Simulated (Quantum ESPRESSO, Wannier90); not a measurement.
## Wannier functions of CdSe (wurtzite)

```xyz
4
Lattice="4.3461 0.0000 0.0000 -2.1730 3.7638 0.0000 0.0000 0.0000 7.0898" Properties=species:S:1:pos:R:3 pbc="T T T"
Cd    -2.1730     1.2546     3.5446
Cd     2.1730    -1.2546    -0.0004
Se    -2.1730     1.2546    -0.8798
Se     2.1730    -1.2546     2.6651
```

Cell from Materials Project (mp-1070), symmetrised, no further relaxation. COD (Crystallography Open Database) has an entry of this formula and space group (matched by these alone). Level: LDA, no spin polarisation, no spin-orbit coupling; pw.x of Quantum ESPRESSO at 82 Ry with PseudoDojo potentials, 6×6×4 k-points, Wannier90. Density: 12×12×6 mesh, Gaussian smearing 0.01 Ry. Spin-orbit coupling, left out, would split the p-like bands by a few tenths of an eV.

Energies are relative to the valence-band maximum.

**Bands.** A Kohn-Sham gap of 0.32 eV opens above band 36. 6 filled groups are cut off by gaps; the highest, bands 31–36, spans -4.29 to 0.00 eV and is Se 4p 81 %, Cd 5s 11 %.

**Valence functions.** The best of several starts gives 8 functions with Ω_total = 18.65 Å², 95 % of it gauge-invariant: 6 of 2.31 Å² at 0.69 Å from Se; 2 of 2.38 Å² at 0.68 Å from Se.

**Model.** 16 functions (Cd sp, Se sp) from bands 19-20,31-58, frozen to 1.82 eV, reach Ω_I = 25.61 Å² and follow pw.x to 1.1 meV rms (states up to 1.3 eV relative to the valence-band maximum). Bands 21–30 (Cd 4d 96 %) lie between the kept ones and are excluded.

**Frozen window.** Edge, Ω_I and misfit go -1.2 eV, 25.46 Å², 20 meV; 1.8 eV, 25.61 Å², 1.1 meV; 3.8 eV, 27.50 Å², 2.2 meV; 5.8 eV, 32.59 Å², 3.5 meV. Ω_I never falls as the edge rises, since each frozen state takes freedom from the choice of the smoothest subspace. The edges under the compared range leave its upper states unfrozen, and their misfit is the largest.

**No window.** Without a frozen window Ω_I drops to 24.92 Å² while the misfit grows to 104 meV: a small spread is no proof of good bands.

**Outer window.** The setting "only the lowest 23 of the kept bands" raises Ω_I to 31.28 Å², as fewer states are left to mix in, and the misfit goes to 2.4 meV.

**Stops.** With the outer window to 8.33 eV the program stops (Energy window contains fewer states than number of target WFs).
